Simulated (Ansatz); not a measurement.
One crystal and one scan (frozen-phonon scan) at two levels, PBE (plane waves to 420 eV, PAW, scalar-relativistic; Ansatz, an electronic-structure program) and r2SCAN (plane waves to 500 eV, PAW, scalar-relativistic; Ansatz), each from its own relaxed cell and on its own mesh.

The crystal is Ru (hcp, Mg type); a phonon pattern at M = (0.5, 0.0, 0.0) is frozen into a 4-atom cell, Q being the largest atomic displacement.

Ru is run without spin polarisation. Ru was relaxed with its symmetry unable to fall. With partly filled bands, energies and forces of such displacements shift with the k mesh and the smearing. Both scans cover Q from -0.100 to 0.100 Å.

```csv
quantity,run 1,run 2
Lattice constant a (Å),2.705,2.722
Lattice constant c (Å),4.260,4.291
Relaxed volume (Å³/atom),13.49,13.77
Energy at Q = 0.100 Å (meV/cell),237,225
Harmonic wavenumber from the curvature (finite differences) (cm⁻¹ (negative: imaginary)),175,170
```

Problem. Which run is which level?

Solution. Run 2 is PBE, run 1 is r2SCAN. PBE gives the higher value for: lattice constant a; lattice constant c; relaxed volume. PBE gives the lower value for: energy at Q = 0.100 Å; harmonic wavenumber from the curvature. Both give the same space group of the distorted cell: Pnnm (No. 58), lowered from P6_3/mmc. Neither level is exact: the differences show how much the result hangs on the functional.

(For displaced atoms, the force is minus the slope of the energy, and its curvature is a force constant, which sets phonon frequencies.)
